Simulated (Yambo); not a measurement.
RPA spectrum of LiNbF6 (space group R-3, No. 148) on LDA bands in Yambo (4×4×4 mesh, 89 bands, 3 Ry local-field block, 0.2 eV broadening; field along x). CGrdSpXd merges neighbouring transition energies to save time; the report line [X-CG] gives the poles kept by one of the 4 MPI tasks, and where the merging fails may depend on that split. Axes are Cartesian, with cell vectors (Å) (2.56, 1.48, 4.56), (-2.56, 1.48, 4.56), (0.00, -2.95, 4.56).

```
CGrdSpXd asked (%)  share reached (%)  poles used (one task)  static ε  largest change of Im ε (% of its maximum)              rough time
------------------  -----------------  ---------------------  --------  -----------------------------------------  ----------------------
100                               100                   5072      2.35                                        0.0                       1
70                                 69                   3550      2.35                                        0.0  within a factor of two
30                                 29                   1507      2.35                                        0.6  within a factor of two
15                                  0                     27      2.39                                         57               about 1/2
5                                   0                     27      2.39                                         57               about 1/2
```

All runs end normally. In the runs at 15 %, 5 % few poles are left or the spectrum changes by over a quarter of its peak, and no warning says so. Times are rough ratios from shared machines. The k mesh wasn't tested; the rows compare only with each other.

Spin-orbit coupling is not included.

Geometry of the Materials Project entry, not relaxed at this level; primitive cell a = b = c = 5.4301 Å, α = β = γ = 56.19°.

The structure is a Materials Project entry; no match was found in the copy of COD used, and its stability was not checked.
